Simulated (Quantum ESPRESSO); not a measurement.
Kohn-Sham bands of Mg$_{2}$ZnO$_{3}$ (P-3m1)

```
Mg2ZnO3
1.0
    3.03300     0.00000     0.00000
   -1.51650     2.62666     0.00000
    0.00000     0.00000     7.40332
Mg Zn O
2 1 3
Direct
  0.33333   0.66667   0.66580
  0.66667   0.33333   0.33420
  0.00000   0.00000   0.00000
  0.33333   0.66667   0.17262
  0.66667   0.33333   0.82738
  0.00000   0.00000   0.50000
```

Structure: Materials Project mp-1222123, symmetrised, not relaxed again. Not found in the COD (Crystallography Open Database) copy used; not checked further. Level: PBEsol, no spin polarisation, no spin-orbit coupling; pw.x of Quantum ESPRESSO at 68 Ry with PseudoDojo potentials, 6×6×4 k-points, Wannier90. Density: 12×12×4 mesh, cold smearing 0.01 Ry.

Energies are relative to the valence-band maximum; weights are on the orthonormalised atomic waves of the pseudopotential files, averaged over the group. 58 electrons a cell are treated as valence.

| bands | from (eV) | to (eV) | filling | weight on atomic waves |
|---|---|---|---|---|
| 1 | -122.93 | -122.93 | filled | [?] |
| 2–4 | -77.24 | -77.23 | filled | [?] |
| 5–6 | -72.44 | -72.43 | filled | [?] |
| 7–12 | -39.41 | -39.35 | filled | [?] |
| 13–15 | -17.43 | -15.75 | filled | [?] |
| 16–29 | -5.89 | 0.00 | filled | [?] |

Question: Which atomic shells make up each group?

Answer: 
- 1, weight on atomic waves: Zn 3s 100 %
- 2–4, weight on atomic waves: Zn 3p 100 %
- 5–6, weight on atomic waves: Mg 2s 99 %
- 7–12, weight on atomic waves: Mg 2p 100 %
- 13–15, weight on atomic waves: O 2s 89 %, Mg 3s 7 %
- 16–29, weight on atomic waves: O 2p 58 %, Zn 3d 36 %

The Kohn-Sham gap over both meshes and the path is 2.84 eV.
